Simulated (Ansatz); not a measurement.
AlAs:
```xyz
2
Lattice="0.0000 2.8640 2.8640 2.8640 0.0000 2.8640 2.8640 2.8640 0.0000" Properties=species:S:1:pos:R:3 pbc="T T T"
Al     0.0000     0.0000     0.0000
As     1.4320     1.4320     1.4320
```

DFT-PBE in the program Ansatz with PAW potentials gives a gap of 1.50 eV without spin–orbit coupling, maximum at Γ, minimum at X.

Task: What happens when spin–orbit coupling is switched on?

Result: The gap falls by 0.09 eV, to 1.41 eV; maximum at Γ, minimum at X.

Task: How large is the spin–orbit splitting of the valence top at Γ?

Result: The fourfold level lies 0.29 eV above the split-off pair.

Task: Give the electron effective mass with spin–orbit coupling.

Result: 0.24, 0.24, 0.90 mₑ (principal values).

Task: Give the hole effective mass with spin–orbit coupling, band 1 of 2 at the edge.

Result: 0.48 along [100], 0.91 along [110], 1.2 along [111] (mₑ).

Task: Give the hole effective mass with spin–orbit coupling, band 2 of 2 at the edge.

Result: 0.14 along [100], 0.12 along [110], 0.12 along [111] (mₑ).

Space group F-43m (zinc blende). Symmetry was held in the PBE relaxation.

Potentials: the earlier of the program's two PAW sets.
